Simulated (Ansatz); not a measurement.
CoSi$_{2}$:
```cif
data_Co4Si8
_chemical_formula_sum 'Co4 Si8'
_space_group_name_H-M_alt 'Fm-3m'
_space_group_IT_number 225
_space_group_name_Hall '-F 4 2 3'
_cell_length_a 5.31262
_cell_length_b 5.31262
_cell_length_c 5.31262
_cell_angle_alpha 90.000
_cell_angle_beta 90.000
_cell_angle_gamma 90.000
loop_
_atom_site_label
_atom_site_type_symbol
_atom_site_symmetry_multiplicity
_atom_site_Wyckoff_symbol
_atom_site_fract_x
_atom_site_fract_y
_atom_site_fract_z
_atom_site_occupancy
Co1 Co 4 a 0.00000 0.00000 0.00000 1
Si1 Si 8 c 0.25000 0.25000 0.25000 1
```
(The calculation used a cell of 3 atoms; values per cell refer to that cell.)

Relaxed with PBEsol.

**Question.** Decompose the optical modes at the zone centre into irreducible representations, and say which are infrared and Raman allowed.

**Answer.** Point group m-3m: Γ_opt = T1u + T2g. Infrared: T1u. Raman: T2g.

**Question.** Assign frequencies (DFPT, plane-wave PAW PBEsol (Ansatz code)).

**Answer.** T2g 336, T1u 343 cm⁻¹.

The PBEsol relaxation kept the symmetry of its start; of distortions, only those at the zone centre were tested. No spin polarisation was allowed. As this level gives no gap, phonon frequencies hold no LO–TO term and depend on the k-mesh and smearing (Fermi–Dirac, 0.1 eV here).

Potentials: the earlier of the program's two PAW sets.
